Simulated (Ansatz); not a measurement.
Theory: Ansatz, DFT PBE, scalar-relativistic, plane waves, PAW. Settings: cutoff 420 eV, Γ-centred meshes spaced at most about 0.3 Å⁻¹, and about 0.25 Å⁻¹ or finer for metals (2π included), Gaussian smearing. No spin polarisation in the final relaxations.

Temperature and zero-point effects are left out.

Compare these two cells of Hf₂SnS₂, each relaxed at this level.

A.

Space group I4/mmm (No. 139). a = 4.671 Å, b = 4.671 Å, c = 9.699 Å, α = 90.00°, β = 90.00°, γ = 90.00°
```tsv
atom	site	symmetry	x	y	z
Hf	4d	-4m2	0.0000	0.5000	0.2500
Sn	2a	4/mmm	0.0000	0.0000	0.0000
S	4e	4mm	0.0000	0.0000	0.3491
```

B.

Space group P4/mmm (No. 123). a = 4.215 Å, b = 4.215 Å, c = 6.297 Å, α = 90.00°, β = 90.00°, γ = 90.00°
| atom | site | symmetry | x | y | z |
| --- | --- | --- | --- | --- | --- |
| Hf | 2e | mmm. | 0.0000 | 0.5000 | 0.5000 |
| Sn | 1a | 4/mmm | 0.0000 | 0.0000 | 0.0000 |
| S | 2h | 4mm | 0.5000 | 0.5000 | 0.2487 |

Task: Which would you expect to be lower, and how large is the difference?

Result: A is lower, by 0.35 eV/atom. A has space group I4/mmm (No. 139), 21.2 Å³/atom and no gap on its mesh; B has space group P4/mmm (No. 123), 22.4 Å³/atom and no gap. Counting S atoms around Hf and Sn (those within 1.25 times the shortest such distance or 1.15 times the sum of covalent radii; the shortest distance is added where it is long for a bond), A has Hf 4, Sn 10 from 3.4 Å and B has Hf 4, Sn 8 from 3.4 Å. The denser one is the lower, and pressure would at first widen the difference. In A, Hf has 4 S at 2.53 Å, 4 Hf at 3.30 Å and 4 Sn at 3.37 Å; Sn has 8 Hf at 3.37 Å, 2 S at 3.39 Å and 8 S at 3.61 Å; S has 4 Hf at 2.53 Å, 1 S at 2.93 Å, 1 Sn at 3.39 Å and 4 Sn at 3.61 Å. In B, Hf is surrounded by 4 S at 2.64 Å, 4 Hf at 2.98 Å and 4 Sn at 3.79 Å; around Sn lie 8 S at 3.37 Å and 8 Hf at 3.79 Å; around S lie 4 Hf at 2.64 Å, 2 S at 3.13–3.17 Å and 4 Sn at 3.37 Å. Both come from invented guesses. A third cell relaxed alike, in P-3m1, lies 9 meV/atom below the lower of the two.

Spin–orbit coupling, which can matter for Hf, is left out. Cells relaxed within their symmetry can be saddle points.
